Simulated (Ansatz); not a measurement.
Values for one crystal, relaxed and computed with PBEsol in the plane-wave PAW code Ansatz; other levels are named.

| Quantity | Result |
|---|---|
| Volume per atom | 16.25 Å³ |
| Electronic character | metallic (no gap) |
| Zone-centre stability | no imaginary mode at Γ |
| Density of states at the Fermi level | 0.70 states/eV per atom (mean over ±0.08 eV) |
| Bulk modulus (Birch–Murnaghan fit) | 28.8 GPa |
| Formation energy from the elements (no fitted shifts) | -0.95 eV/atom |
| Mechanical stability | stable (all eigenvalues of C positive) |

### Question
Which of these materials gives this?
A) TePb2S, P4/mmm (Te on 1c, Pb on 1a, Pb on 1d, S on 1b)
B) VS2, CdI2 type
C) Cd2TeS, P3m1 (Cd on 1c, Cd on 1a, Te on 1a, S on 1c)
D) V2InC, P6_3/mmc (V on 4f, In on 2d, C on 2a)

### Answer
B, VS2, CdI2 type

Space group P-3m1 (CdI2 type). The workflow started from a Materials Project entry (that database holds measured and hypothetical structures alike); the Crystallography Open Database copy checked does not list it. Whether it is the stable phase at ambient conditions was not checked. The PBEsol relaxation kept the symmetry of its start. The workflow began spin-polarised and lost its moments. A crystal of weakly bound layers computed without a dispersion correction: the cell and the soft elastic constants depend strongly on that. The references are the lowest solids computed at this level, not always the standard phases.

Potentials: the later of the program's two PAW sets.
